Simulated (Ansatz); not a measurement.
BiPd (NiAs type)

```
CELL_PARAMETERS angstrom
      4.26711     0.00000     0.00000
     -2.13355     3.69542     0.00000
      0.00000     0.00000     5.74237
ATOMIC_POSITIONS crystal
  Bi 0.33333 0.66667 0.25000
  Bi 0.66667 0.33333 0.75000
  Pd 0.00000 0.00000 0.50000
  Pd 0.00000 0.00000 0.00000
```

This relaxed cell (volume V₀) is scaled evenly in all directions, its shape held. Symmetry pins the atoms to their sites.

Computed with r2SCAN (plane waves to 500 eV, PAW, scalar-relativistic; Ansatz, a first-principles code). k mesh 13×13×8 (Γ-centred), Fermi-Dirac smearing 0.05 eV. E stands for the smeared free energy. Compression counts positive. BiPd is run without spin polarisation. BiPd was relaxed with its symmetry unable to fall. Spin-orbit coupling is left out, though Bi is heavy. The zero of ΔE is the relaxed starting cell.

Task: Predict the ΔE (meV/atom) and P (GPa) at V/V₀ = 0.867, 0.893, 0.920, 0.947, 0.973, 1.160.

Result: 
| V/V₀ | ΔE (meV/atom) | P (GPa) |
|---|---|---|
| 0.867 | 166 | 20.3 |
| 0.893 | 100 | 14.8 |
| 0.920 | 53 | 10.2 |
| 0.947 | 22 | 6.2 |
| 0.973 | 5 | 2.9 |
| 1.160 | 133 | -10.1 |

(Under strain, the slope of the energy per volume gives the stress and its curvature an elastic modulus.)
